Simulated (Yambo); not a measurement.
Li₂PdO₃ (space group C2/m, No. 12), G0W0@LDA in Yambo with this input:

```
rim_cut
gw0
dyson
el_el_corr
HF_and_locXC
ppa
em1d
RandQpts= 1000000
RandGvec= 1 Ry
EXXRLvcs= 84 Ry
VXCRLvcs= 336 Ry
Chimod= "HARTREE"
% BndsRnXp
 13 | 177 |
%
NGsBlkXp= 7 Ry
% LongDrXp
 1.0 | 1.0 | 1.0 |
%
PPAPntXp= 27.2114 eV
% GbndRnge
 1 | 177 |
%
GTermKind= "BG"
DysSolver= "n"
ExtendOut
```

On a 2×2×2 mesh, with wavefunctions cut at 84 Ry, the gap ((-0.5, -0.5, 0) → (-0.5, -0.5, -0.5)) is 2.745 eV and the valence edge shifts by -0.261 eV.

Question: What happens with this change: wavefunctions cut at 20 Ry?

Answer: The gap rises by 0.070 eV, to 2.815 eV; the shift of the valence edge becomes -0.057 eV. Neither run is shown to be the converged limit.

Spin-orbit coupling is not included.

Geometry of the Materials Project entry, not relaxed at this level; primitive cell a = b = 5.101 Å, c = 5.059 Å, α = β = 99.68°, γ = 119.95°.

The structure is a Materials Project entry; no match was found in the copy of COD used, and its stability was not checked.

A shift is the quasiparticle energy of the state minus its LDA energy.
